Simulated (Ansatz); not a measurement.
Fe3Ni:
```xyz
4
Lattice="3.4771 0.0000 0.0000 0.0000 3.4771 0.0000 0.0000 0.0000 3.4771" Properties=species:S:1:pos:R:3 pbc="T T T"
Fe     0.0000     1.7385     1.7385
Fe     1.7385     0.0000     1.7385
Fe     1.7385     1.7385     0.0000
Ni     0.0000     0.0000     0.0000
```
The run is spin-polarised; directions of the spins, atom by atom: ↑ ↑ ↑ ↑.

Relaxed with PBEsol. Special points in fractions of this cell's reciprocal vectors: Γ (0.000, 0.000, 0.000); X (0.000, 0.500, 0.000); M (0.500, 0.500, 0.000); R (0.500, 0.500, 0.500).

Problem. List the band energies nearest the Fermi level at these points for plane-wave PAW PBEsol (Ansatz code).

Solution. In eV from the Fermi level; about four levels below and three above (degenerate sets whole), none deeper than 8.9 eV; points with the same levels are listed once.

```csv
k,below,above
Γ ↑,-0.28 -0.28 -0.01 -0.01 -0.01,0.02 0.60 0.60 0.60
X ↑,-1.08 -0.78 -0.55 -0.01,0.60 8.57 8.57
M ↑,-1.05 -1.05 -0.90 -0.71,1.51 1.55 2.04 2.04
R ↑,-0.22 -0.22 -0.22 -0.16 -0.16 -0.05,0.23 0.23 0.23
Γ ↓,-3.59 -3.59 -3.59 -1.15 -1.15 -1.15,0.32 0.32 1.55 1.55 1.55
X ↓,-1.24 -0.18 -0.18 -0.01,0.57 0.57 0.59
M ↓,-1.72 -1.39 -1.39 -1.24,0.10 0.10 0.39
R ↓,-0.72 -0.72 -0.72 -0.14 -0.14 -0.14,0.12 1.49 1.49 1.49
```

Space group Pm-3m (Cu3Au type). The first step of the workflow began from a Materials Project structure, measured or hypothetical; the Crystallography Open Database copy checked does not list it. Its standing as an ambient phase is unchecked. Symmetry was held in the PBEsol relaxation; whether a distortion lowers the energy is not shown. Magnetic state: ferromagnetic, chosen from 5 collinear starts compared on coarse meshes (ties went to the first, and starts can fall back to one state), not a proven ground state.

Potentials: the later of the program's two PAW sets.
